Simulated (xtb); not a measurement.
xtb single point, GFN2-xTB, ALPB implicit methanol, on aminoborane, BH4N (SMILES BN), charge 0, multiplicity 1.

```
xtb m.xyz --gfn 2 --chrg 0 --uhf 0 --norestart --sp --alpb methanol

6

B     -0.685745    -0.000121    -0.001176
N      0.691908    -0.000225    -0.000382
H     -1.252366     1.025203     0.001176
H     -1.252926    -1.025203     0.001123
H      1.252926    -0.835945     0.000967
H      1.251477     0.836513     0.000901
```

The program's output:

```

          ...................................................
          :                      SETUP                      :
          :.................................................:
          :  # basis functions                  12          :
          :  # atomic orbitals                  12          :
          :  # shells                            8          :
          :  # electrons                        12          :
          :  max. iterations                   250          :
          :  Hamiltonian                  GFN2-xTB          :
          :  restarted?                      false          :
          :  GBSA solvation                   true          :
          :  PC potential                    false          :
          :  electronic temp.          300.0000000     K    :
          :  accuracy                    1.0000000          :
          :  -> integral cutoff          0.2500000E+02      :
          :  -> integral neglect         0.1000000E-07      :
          :  -> SCF convergence          0.1000000E-05 Eh   :
          :  -> wf. convergence          0.1000000E-03 e    :
          :  Broyden damping             0.4000000          :
          :  net charge                          0          :
          :  unpaired electrons                  0          :
          ...................................................

 iter      E             dE          RMSdq      gap      omega  full diag
   1     -6.2408739 -0.624087E+01  0.980E+00    6.38       0.0  T
   2     -6.2954907 -0.546168E-01  0.634E+00    5.83       1.0  T
   3     -6.3017167 -0.622600E-02  0.248E+00    6.10       1.0  T
   4     -6.3060642 -0.434749E-02  0.950E-01    6.09       1.0  T
   5     -6.3065164 -0.452225E-03  0.338E-01    6.30       1.0  T
   6     -6.3069302 -0.413770E-03  0.145E-01    6.21       1.0  T
   7     -6.3070188 -0.886291E-04  0.416E-02    6.24       1.0  T
   8     -6.3070295 -0.107117E-04  0.131E-02    6.23       3.1  T
   9     -6.3070300 -0.508445E-06  0.203E-03    6.23      20.1  T
  10     -6.3070300 -0.113053E-08  0.717E-04    6.23      56.9  T
  11     -6.3070301 -0.244305E-08  0.483E-05    6.23     844.7  T

   *** convergence criteria satisfied after 11 iterations ***

         #    Occupation            Energy/Eh            Energy/eV
      -------------------------------------------------------------
         1        2.0000           -0.5929157             -16.1341
         2        2.0000           -0.5165343             -14.0556
         3        2.0000           -0.5105497             -13.8928
         4        2.0000           -0.4449289             -12.1071
         5        2.0000           -0.4148563             -11.2888
         6        2.0000           -0.4078162             -11.0972 (HOMO)
         7                         -0.1789492              -4.8695 (LUMO)
         8                          0.0684944               1.8638
         9                          0.1919877               5.2243
        10                          0.3463354               9.4243
        11                          0.4729024              12.8683
        12                          0.4881669              13.2837
      -------------------------------------------------------------
                  HL-Gap            0.2288670 Eh            6.2278 eV
             Fermi-level           -0.2933827 Eh           -7.9834 eV


         :::::::::::::::::::::::::::::::::::::::::::::::::::::
         ::                     SUMMARY                     ::
         :::::::::::::::::::::::::::::::::::::::::::::::::::::
         :: total energy              -6.220687130576 Eh    ::
         :: total w/o Gsasa/hb        -6.214934910218 Eh    ::
         :: gradient norm              0.007004759927 Eh/a0 ::
         :: HOMO-LUMO gap              6.227788885385 eV    ::
         ::.................................................::
         :: SCC energy                -6.307030008020 Eh    ::
         :: -> isotropic ES            0.033759411946 Eh    ::
         :: -> anisotropic ES          0.006058376156 Eh    ::
         :: -> anisotropic XC          0.002529902117 Eh    ::
         :: -> dispersion             -0.001491188840 Eh    ::
         :: -> Gsolv                  -0.007517308907 Eh    ::
         ::    -> Gelec               -0.001765088549 Eh    ::
         ::    -> Gsasa               -0.006553655536 Eh    ::
         ::    -> Ghb                 -0.003143484637 Eh    ::
         ::    -> Gshift               0.003944919816 Eh    ::
         :: repulsion energy           0.086342877444 Eh    ::
         :: add. restraining           0.000000000000 Eh    ::
         :: total charge              -0.000000000000 e     ::
         :::::::::::::::::::::::::::::::::::::::::::::::::::::

           -------------------------------------------------
          |                Property Printout                |
           -------------------------------------------------

    * Orbital Energies and Occupations

         #    Occupation            Energy/Eh            Energy/eV
      -------------------------------------------------------------
         1        2.0000           -0.5929157             -16.1341
         2        2.0000           -0.5165343             -14.0556
         3        2.0000           -0.5105497             -13.8928
         4        2.0000           -0.4449289             -12.1071
         5        2.0000           -0.4148563             -11.2888
         6        2.0000           -0.4078162             -11.0972 (HOMO)
         7                         -0.1789492              -4.8695 (LUMO)
         8                          0.0684944               1.8638
         9                          0.1919877               5.2243
        10                          0.3463354               9.4243
        11                          0.4729024              12.8683
        12                          0.4881669              13.2837
      -------------------------------------------------------------
                  HL-Gap            0.2288670 Eh            6.2278 eV
             Fermi-level           -0.2933827 Eh           -7.9834 eV

     #   Z          covCN         q      C6AA      α(0)
     1   5 B        2.717     0.246    17.750     7.062
     2   7 N        2.561    -0.340    28.785     7.968
     3   1 H        0.939    -0.141     7.259     4.212
     4   1 H        0.938    -0.141     7.260     4.212
     5   1 H        0.860     0.189     1.165     1.691
     6   1 H        0.860     0.189     1.165     1.691

 Mol. C6AA /au·bohr⁶  :        292.043175
 Mol. C8AA /au·bohr⁸  :       6060.867672
 Mol. α(0) /au        :         26.836261

Wiberg/Mayer (AO) data.
largest (>0.10) Wiberg bond orders for each atom

 ---------------------------------------------------------------------------
     #   Z sym  total        # sym  WBO       # sym  WBO       # sym  WBO
 ---------------------------------------------------------------------------
     1   5 B    3.422 --     2 N    1.492     3 H    0.963     4 H    0.963
     2   7 N    3.399 --     1 B    1.492     6 H    0.951     5 H    0.951
     3   1 H    0.980 --     1 B    0.963
     4   1 H    0.980 --     1 B    0.963
     5   1 H    0.964 --     2 N    0.951
     6   1 H    0.964 --     2 N    0.951
 ---------------------------------------------------------------------------


molecular dipole:
                 x           y           z       tot (Debye)
 q only:        0.800       0.000      -0.000
   full:        0.971       0.000      -0.001       2.468
molecular quadrupole (traceless):
                xx          xy          yy          xz          yz          zz
 q only:        0.419      -0.001      -0.299       0.006      -0.000      -0.120
  q+dip:        0.643      -0.001       0.832       0.007      -0.000      -1.475
   full:        0.310      -0.001      -0.086       0.010      -0.000      -0.224

           -------------------------------------------------
          | TOTAL ENERGY               -6.220687130576 Eh   |
          | GRADIENT NORM               0.007004759927 Eh/α |
          | HOMO-LUMO GAP               6.227788885385 eV   |
           -------------------------------------------------
```

The total energy is -169.27 eV, -0.18 eV from the same level's vacuum run.
